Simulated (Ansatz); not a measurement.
MgB₂ in space group P6/mmm (No. 191; Mg on 1a, B on 2d) under volume change, the program Ansatz at the LDA level (PAW), shape and atoms relaxed at each volume.

| V (Å³/atom) | E − E(relaxed) (meV/atom) | P (GPa) |
|---|---|---|
| 8.371 | 41.1 | 17.12 |
| 8.647 | 17.4 | 10.56 |
| 8.923 | 4.2 | 4.94 |
| 9.199 | 0.0 | 0.00 |
| 9.475 | 3.8 | -4.33 |
| 9.751 | 14.6 | -8.14 |
| 10.027 | 31.5 | -11.44 |

Problem. What does a third-order Birch–Murnaghan fit give for V₀, B₀ and B′?

Solution. V₀ = 9.20 Å³/atom, B₀ = 154 GPa, B′ = 3.5.

The cell was relaxed with LDA under the symmetry of its start; of distortions, only those at the zone centre were tested.

Potentials: the later of the program's two PAW sets.
